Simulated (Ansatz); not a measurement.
# Two inputs for CdSe

This input was run with Ansatz:

```yaml
crystal:
  lattice:
    - [4.3460853832, 0.0, 0.0]
    - [-2.1730426916, 3.7638203488, 0.0]
    - [0.0, 0.0, 7.08983988]
  atoms:
    - { symbol: Cd, position: [0.6666666667, 0.3333333333, 0.49995336] }
    - { symbol: Cd, position: [0.3333333333, 0.6666666667, 0.99995336] }
    - { symbol: Se, position: [0.6666666667, 0.3333333333, 0.87590664] }
    - { symbol: Se, position: [0.3333333333, 0.6666666667, 0.37590664] }
kpoints:
  mp_grid: { grid: [7, 7, 4] }
scf:
  occupations: { method: fermi_dirac, width: 0.02 }
  max_iter: 100
hamiltonian:
  xc: pbe
  pseudopotentials: { kind: paw }
  hubbard: { sites: [{ species: Se, l: p, u_eff: 40.0 }] }
output:
  forces: true
  stress: true
  populations: true
  efg: { contact_densities: true }
```

```sh
ansatz run input.yaml --threads 1 --pin off --max-ram 2560MiB --backend cpu --events-out ev --progress --plain --runs-dir out
```

It converged. Of its output the block on the nuclei alone is shown, without the SCF iterations, energies, forces and stress (one atom of each set):

```
--- PAW observables at the nuclei: V_zz in 10²¹ V/m², potentials from the cell's mean, atoms counted from 1 ---
  atom   1  Cd V_zz =    +0.131413   η = 0.0000   by run symmetry: allowed
            electrostatic potential = -7702.074486 V   contact ρ = 1035790.776482 e/Å³
  atom   3  Se V_zz =    +0.147842   η = 0.0000   by run symmetry: allowed
            electrostatic potential = -4713.673069 V   contact ρ = 262823.110681 e/Å³
```

Task: Can these gradients be trusted, and how do they compare with a run on standard settings?

Result: No. Against the standard input the change is `hamiltonian.hubbard`: not typed → {sites: [{species: Se, l: p, u_eff: 40.0}]}; `scf.max_iter`: not typed → 100. A site carries the number of its first atom; V_zz in 10²¹ V/m².

| site | atom | V_zz standard | η standard | V_zz here | η here |
| --- | --- | --- | --- | --- | --- |
| Cd | 1 | 0.24 | 0.00 | 0.13 | 0.00 |
| Se | 3 | 0.13 | 0.00 | 0.15 | 0.00 |

The largest change of V_zz is on Cd, from 0.24 to 0.13. SCF iterations: 7 and 9. The changed input holds an enormous U, so its numbers aren't properties of the crystal.

On the reference run: Without spin–orbit coupling (the program notes it for Cd) the gradients can shift somewhat, as the gap is small. With a gap of 0.6 eV on this mesh, small gradients can still move by 0.1 × 10²¹ V/m² or more as the k-mesh gets denser.
